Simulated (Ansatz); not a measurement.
B in space group I4_132 (No. 214; B on 8a) under volume change, PBEsol in the plane-wave PAW code Ansatz, scaled uniformly.

```json
[
 {"V (Å³/atom)": "11.309", "E − E(relaxed) (meV/atom)": "___", "P (GPa)": "___"},
 {"V (Å³/atom)": "11.682", "E − E(relaxed) (meV/atom)": "___", "P (GPa)": "___"},
 {"V (Å³/atom)": "12.055", "E − E(relaxed) (meV/atom)": "4.0", "P (GPa)": "3.53"},
 {"V (Å³/atom)": "12.428", "E − E(relaxed) (meV/atom)": "0.0", "P (GPa)": "0.01"},
 {"V (Å³/atom)": "12.801", "E − E(relaxed) (meV/atom)": "3.7", "P (GPa)": "-3.08"},
 {"V (Å³/atom)": "13.173", "E − E(relaxed) (meV/atom)": "14.1", "P (GPa)": "-5.80"},
 {"V (Å³/atom)": "13.546", "E − E(relaxed) (meV/atom)": "30.4", "P (GPa)": "-8.18"}
]
```

Problem. Complete the blanks.

Solution. 
- 11.309, E − E(relaxed) (meV/atom): 39.6
- 11.309, P (GPa): 12.13
- 11.682, E − E(relaxed) (meV/atom): 16.8
- 11.682, P (GPa): 7.54

Problem. What does a third-order Birch–Murnaghan fit give for V₀, B₀ and B′?

Solution. V₀ = 12.43 Å³/atom, B₀ = 110 GPa, B′ = 3.3.

The start of the workflow was typed in or built on a structure type; neither database checked (COD, Materials Project) lists it. It is not the phase usual at ambient conditions (space group No. 166). Symmetry was held in the PBEsol relaxation; phonons show weakly imaginary modes.

Potentials: the earlier of the program's two PAW sets. The files were generated under PBE; for other functionals the program regenerates the frozen cores, and for LDA and PBEsol the local potential too.
